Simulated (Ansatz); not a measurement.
ZnSe:
```xyz
2
Lattice="0.0000 2.7837 2.7837 2.7837 0.0000 2.7837 2.7837 2.7837 0.0000" Properties=species:S:1:pos:R:3 pbc="T T T"
Zn     0.0000     0.0000     0.0000
Se     1.3918     1.3918     1.3918
```

Relaxed with LDA. Special points in fractions of this cell's reciprocal vectors: Γ (0.000, 0.000, 0.000); X (0.500, 0.000, 0.500); U (0.625, 0.250, 0.625); K (0.375, 0.375, 0.750); L (0.500, 0.500, 0.500); W (0.500, 0.250, 0.750).

### Question
List the band energies nearest the valence-band maximum at these points for the program Ansatz at the LDA level (PAW).

### Answer
In eV from the valence-band maximum; about four levels below and three above (degenerate sets whole), none deeper than 8.9 eV; … stands for higher levels left out; points with the same levels are listed once.

| k | below | above |
|---|---|---|
| Γ | -6.46 -6.46 0.00 0.00 0.00 | 1.25 … |
| X | -6.26 -5.06 -2.40 -2.40 | 2.69 3.32 10.89 |
| U | -6.15 -5.05 -3.40 -1.97 | 3.39 5.59 9.06 |
| L | -6.28 -5.64 -0.96 -0.96 | 2.45 6.29 6.29 |
| W | -6.11 -5.02 -3.02 -2.96 | 5.35 5.69 6.93 |

Space group F-43m (zinc blende). Symmetry was held in the LDA relaxation; phonons on a q-mesh show no instability. Spin–orbit coupling is left out wherever it is not named.

Potentials: the earlier of the program's two PAW sets.
